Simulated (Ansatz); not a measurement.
## Structure relaxation, Ge₂Pd

The relaxed structure here is a generated cell of Ge2Pd: the first start was made by placing the elements on the sites of a structure type, and the end was not matched to a known phase here, so it may be hypothetical.

The start is a generated cell, Ge2Pd built in the AFLOW prototype A2B_hP9_189_fg_bc (C22, as in Fe2P). The structure is fully relaxed (lattice and positions, P = 0) with r2SCAN (plane waves to 500 eV, PAW, scalar-relativistic; Ansatz, a first-principles code). The first steps use a coarse 4×4×6 k-mesh.

Initial structure:
```
CELL_PARAMETERS angstrom
      6.52379     0.00000     0.00000
     -3.26189     5.64977     0.00000
      0.00000     0.00000     3.81526
ATOMIC_POSITIONS crystal
  Ge 0.25600 0.00000 0.00000
  Ge 0.00000 0.25600 0.00000
  Ge 0.74400 0.74400 0.00000
  Ge 0.58900 0.00000 0.50000
  Ge 0.00000 0.58900 0.50000
  Ge 0.41100 0.41100 0.50000
  Pd 0.00000 0.00000 0.50000
  Pd 0.33333 0.66667 0.00000
  Pd 0.66667 0.33333 0.00000
```

### Question
What pressure does the first self-consistent step give?

### Answer
+13 GPa (positive: the cell is compressed).

### Question
Which atoms feel the largest initial force, and how large is it?

### Answer
About 0.5 eV/Å, on Ge4, Ge5, Ge6 (atoms numbered as listed).

### Question
How does the volume change?

### Answer
+8.7 %, from 15.62 to 16.99 Å³/atom.

### Question
Is the relaxed structure metallic? Give its gap.

### Answer
Zero (metallic).

### Question
Give the final cell and atomic positions.

### Answer

Space group P-62m (No. 189); a = b = 6.9422 Å, c = 3.6628 Å, α = β = 90.00°, γ = 120.00°

```
atom  site  symmetry       x       y       z
----  ----  --------  ------  ------  ------
Ge      3f       m2m  0.0000  0.2693  0.0000
Ge      3g       m2m  0.3858  0.3858  0.5000
Pd      1b      -62m  0.0000  0.0000  0.5000
Pd      2c      -6..  0.3333  0.6667  0.0000
```

The space group stays P-62m (No. 189) (the run could not lower it); the end is AFLOW prototype A2B_hP9_189_fg_bc (C22, as in Fe2P), with 9 atoms in the primitive cell. Final values are on a 8×8×13 k-mesh of the relaxed cell. No spin polarisation in the result.

The run could not lower the symmetry of its start; a shaken copy of this end point relaxes with r2SCAN to P-3 (No. 147), 0.05 eV/atom lower.
